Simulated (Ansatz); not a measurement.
Theory: DFT PBE, scalar-relativistic, plane waves, PAW, and for the lanthanide a 4f-in-core norm-conserving potential (Ansatz 0.2.0). All cells share a 630 eV cutoff and Γ-centred k meshes spaced at most about 0.3 Å⁻¹ (about 0.25 or finer for metals, 2π included). No spin polarisation in the final relaxations.

All energies are static (0 K, no zero-point motion).

Two forms of Dy3Re were relaxed alike.

A. Space group Pm-3n (No. 223), cubic, a = 5.779 Å. Dy has 2 Dy at 2.89 Å, 4 Re at 3.23 Å and 8 Dy at 3.54 Å; around Re lie 12 Dy at 3.23 Å.

B. Space group Fm-3m (No. 225), cubic, a = 7.264 Å. Dy on a site of symmetry -43m is surrounded by 4 Dy at 3.15 Å, 4 Re at 3.15 Å and 6 Dy at 3.63 Å; Dy on a site of symmetry m-3m has 8 Dy at 3.15 Å and 6 Re at 3.63 Å; around Re lie 8 Dy at 3.15 Å and 6 Dy at 3.63 Å.

Question: Which would you expect to be lower, and how large is the difference?

Answer: B is lower, by 127 meV/atom. A has the A15 type, space group Pm-3n (No. 223), 24.1 Å³/atom and no gap on its mesh; B has the BiF3 (D0_3) type, space group Fm-3m (No. 225), 24.0 Å³/atom and no gap. Counting all near atoms (those within 1.25 times the shortest distance at each site; a plus sign parts nearer from farther groups), A has Dy 2+12, Re 12 and B has Dy 8+6, Re 8+6. Even the lower one lies +0.30 eV/atom against the reference forms of the elements (uncorrected), so neither is stable at this level. Both come from invented guesses.

Spin–orbit coupling, which can matter for Re, is left out. Cells relaxed within their symmetry can be saddle points.

The lanthanide is trivalent by construction, without f bands, f moments or other valences.
